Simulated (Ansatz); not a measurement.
Relaxed-ion elastic tensor of Ba (fcc (Cu type), space group No. 225) in GPa (Voigt order), LDA (plane waves, PAW; program Ansatz); density 4.26 g/cm³, 53.48 Å³ per atom.

```json
[
 {"": "1", "1": "11.8", "2": "7.8", "3": "7.8", "4": "0.0", "5": "0.0", "6": "0.0"},
 {"": "2", "1": "7.8", "2": "11.8", "3": "7.8", "4": "0.0", "5": "0.0", "6": "0.0"},
 {"": "3", "1": "7.8", "2": "7.8", "3": "11.8", "4": "0.0", "5": "0.0", "6": "0.0"},
 {"": "4", "1": "0.0", "2": "0.0", "3": "0.0", "4": "11.3", "5": "0.0", "6": "0.0"},
 {"": "5", "1": "0.0", "2": "0.0", "3": "0.0", "4": "0.0", "5": "11.3", "6": "0.0"},
 {"": "6", "1": "0.0", "2": "0.0", "3": "0.0", "4": "0.0", "5": "0.0", "6": "11.3"}
]
```

Question: Is the crystal mechanically stable?

Answer: Yes: the smallest eigenvalue of C is 4.0 GPa.

Question: Work out the Voigt, Reuss and Hill averages.

Answer: K_V = 9.1, K_R = 9.1, K_H = 9.1; G_V = 7.6, G_R = 4.0, G_H = 5.8 GPa.

Question: Give Young's modulus, Poisson's ratio, Pugh's ratio and the universal anisotropy index.

Answer: E = 9KG/(3K + G) = 14.3 GPa; ν = 0.24; K/G = 1.57 (brittle by the Pugh limit of 1.75); A_U = 5G_V/G_R + K_V/K_R − 6 = 4.58.

Question: Estimate the sound speeds and the Debye temperature.

Answer: v_l = √((K + 4G/3)/ρ) = 1990 m/s, v_t = √(G/ρ) = 1160 m/s, mean 1290 m/s; Θ = (h/k)(3n/4πV)^(1/3) v_m = 102 K.

Question: Give the Zener ratio and Young's modulus along [100], [110] and [111].

Answer: A = 2C44/(C11 − C12) = 5.64; 1/E = S11 − 2(S11 − S12 − S44/2)Γ with Γ = 0, 1/4, 1/3 gives 5.6, 13.2, 24.0 GPa.

Question: Solve the Christoffel equation for the three sound speeds along [100], [110], [111].

Answer: Eigenvalues of C_ijkl n_j n_l equal ρv². In km/s, slowest first: [100] 1.63, 1.63, 1.66; [110] 0.69, 1.63, 2.22; [111] 1.10, 1.10, 2.38.

Space group Fm-3m (fcc (Cu type)). The workflow started from a Materials Project entry (that database holds measured and hypothetical structures alike); the Crystallography Open Database copy checked does not list it. It is not the phase usual at ambient conditions (space group No. 229). The cell was relaxed with LDA under the symmetry of its start; its stability against distortions is not shown here. As this level gives no gap, shear constants depend on the k-mesh and smearing (Fermi–Dirac, 0.1 eV here). Spin–orbit coupling is left out wherever it is not named.

Potentials: the later of the program's two PAW sets.
